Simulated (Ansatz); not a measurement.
Values for one crystal, relaxed and computed with r²SCAN (plane waves, PAW; program Ansatz); other levels are named.

- Volume per atom = 5.96 Å³
- Electronic character = metallic (no gap)
- Density of states at the Fermi level = 0.12 states/eV per atom (mean over ±0.08 eV)
- Formation energy from the elements (no fitted shifts) = 0.24 eV/atom
- Pressure derivative B′ = 3.7
- Bulk modulus (Birch–Murnaghan fit) = 388 GPa

Task: Which of these materials gives this?
A) LiC6, P6/mmm (Li on 1a, C on 6k)
B) NiC, rock salt
C) BC5, P3m1 (Pearson symbol hP6)
D) ZrC, CsCl type

Result: C, BC5, P3m1 (Pearson symbol hP6)

The start of the workflow was typed in or built on a structure type; the Crystallography Open Database copy checked does not list it. Whether it is the stable phase at ambient conditions was not checked. The cell was relaxed with r²SCAN under the symmetry of its start; its stability against distortions is not shown here. Its formation energy is positive at this level, so the cell may be metastable or incomplete. The references are the lowest solids computed at this level, not always the standard phases.

Potentials: the earlier of the program's two PAW sets.
